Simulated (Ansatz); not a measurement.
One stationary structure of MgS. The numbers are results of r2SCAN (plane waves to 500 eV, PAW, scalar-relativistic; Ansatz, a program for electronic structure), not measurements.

```
CELL_PARAMETERS angstrom
      0.00000     2.60162     2.60162
      2.60162     0.00000     2.60162
      2.60162     2.60162     0.00000
ATOMIC_POSITIONS crystal
  S  0.00000 0.00000 0.00000
  Mg 0.50000 0.50000 0.50000
```

### Question
Find the space group and the Wyckoff positions (tolerance 0.01 Å).

### Answer
Space group Fm-3m (No. 225); a = b = c = 5.203 Å, α = β = γ = 90.00°

```tsv
atom	site	symmetry	x	y	z
S	4a	m-3m	0.0000	0.0000	0.0000
Mg	4b	m-3m	0.5000	0.5000	0.5000
```

This is the rock salt type.

### Question
Give the shortest distances between elements (the closest pairs, up to four, under 3.6 Å).

### Answer
Mg–S 2.60 Å.

```json
{
  "volume_per_atom": "17.61 Å³",
  "band_gap": "3.46 eV, indirect (valence top at Γ, conduction bottom at X) (no spin-orbit coupling)",
  "smallest_direct_gap": "4.64 eV at Γ"
}
```

No spin polarisation in the result.

Measured for MgS: a 5.188 Å (static lattice; corrected from measurement; as listed in Tamar Goldzak et al., The Journal of Chemical Physics (2022)). Computed minus measured — a: r2SCAN +0.3 %. The computed values are for a static lattice.

The run could not lose the symmetry of its start; a randomly shaken copy of 4 atoms returns to this structure.

All atoms sit on sites fixed by symmetry, so only the cell could relax.
